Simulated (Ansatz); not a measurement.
Relaxed-ion elastic tensor of ZnSnN2 in space group R-3m (No. 166; Sn on 3a, Zn on 3b, N on 6c) in GPa (Voigt order), LDA in the plane-wave PAW code Ansatz; density 8.14 g/cm³, 10.82 Å³ per atom.

```json
[
 {"": "1", "1": "392", "2": "134", "3": "94.2", "4": "-60.3", "5": "0.0", "6": "0.0"},
 {"": "2", "1": "134", "2": "392", "3": "94.2", "4": "60.3", "5": "0.0", "6": "0.0"},
 {"": "3", "1": "94.2", "2": "94.2", "3": "357", "4": "0.0", "5": "0.0", "6": "0.0"},
 {"": "4", "1": "-60.3", "2": "60.3", "3": "0.0", "4": "18.7", "5": "0.0", "6": "0.0"},
 {"": "5", "1": "0.0", "2": "0.0", "3": "0.0", "4": "0.0", "5": "18.7", "6": "-60.3"},
 {"": "6", "1": "0.0", "2": "0.0", "3": "0.0", "4": "0.0", "5": "-60.3", "6": "129"}
]
```

Task: Is the crystal mechanically stable?

Result: No: the smallest eigenvalue of C is -8.5 GPa.

The cell is a constructed one: a structure type filled with these elements; neither database checked (COD, Materials Project) lists it. Its standing as an ambient phase is unchecked. The cell was relaxed with LDA under the symmetry of its start. At this level the phase is mechanically unstable. A crystal of weakly bound units computed without a dispersion correction: the cell and the soft elastic constants depend strongly on that. Spin–orbit coupling is left out wherever it is not named.

Potentials: the earlier of the program's two PAW sets.
